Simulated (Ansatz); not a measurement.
## Single point on CN2

This is CN2 placed on the sites of a small cell holding one bonded unit (a generated, not necessarily known, phase), then sheared and rattled.

Level of theory: PBE (full-potential LAPW, scalar-relativistic, Dirac core shells, point nuclei; Ansatz). Sampling: 2×1×2 (shift 0.5, 0.0, 0.5 mesh steps) mesh with 0.15 eV Fermi–Dirac smearing (a coarse mesh, not converged over the zone). In metals such a mesh can move stress, forces and moments by their own size. Spin-restricted. Holes or spare electrons on the non-metal atoms can carry spin, which this run forbids. Atoms are numbered as listed.

```xyz
3
Lattice="3.6510 -0.1472 -0.0038 -0.1472 3.7335 -0.0597 -0.0038 -0.0597 3.5717" Properties=species:S:1:pos:R:3 pbc="T T T"
C     0.7780    1.6136    3.0173
N     0.0144    2.2695    2.4544
N     1.2655    0.7246    3.6037
```

What forces and pressure does this calculation give?


```json
{"atom": "C1", "Fx (eV/Å)": "1.597", "Fy (eV/Å)": "-1.007", "Fz (eV/Å)": "0.414"}
{"atom": "N2", "Fx (eV/Å)": "-4.137", "Fy (eV/Å)": "5.328", "Fz (eV/Å)": "-3.194"}
{"atom": "N3", "Fx (eV/Å)": "2.540", "Fy (eV/Å)": "-4.320", "Fz (eV/Å)": "2.779"}
```

Stress (GPa; xx, yy, zz, yz, xz, xy; compression positive): 15.09, 32.59, 11.88, -18.45, 12.32, -20.75.

| Item | Value |
| --- | --- |
| Pressure | 19.85 GPa |
| Largest force | 7.463 eV/Å |

CN2, all-electron reference calculation

Cell: artificial CN2 built from a small cell holding one bonded unit and then distorted.

Method as above, mesh 2×2×2 with shift 0.5, 0.5, 0.5. No spin polarisation. Holes or spare electrons on the non-metal atoms can carry spin, which this run forbids.

```
C N
1.0
     3.26058   -0.03781    0.00488
    -0.03781    3.33821    0.03614
     0.00488    0.03614    3.30127
C N
1 2
Cartesian
  3.2252 1.2992 1.0228
  2.4348 2.1723 1.3270
  3.9058 0.3187 0.6398
```

What forces and pressure does this calculation give?


Forces (eV/Å): C1 (0.757, -1.860, -0.735); N2 (-0.116, 1.529, 0.537); N3 (-0.641, 0.331, 0.198).

Stress xx yy zz yz xz xy in GPa, positive in compression: 4.40 13.36 1.53 1.42 1.13 -10.01.

The pressure is 6.43 GPa and the largest force is 2.138 eV/Å.
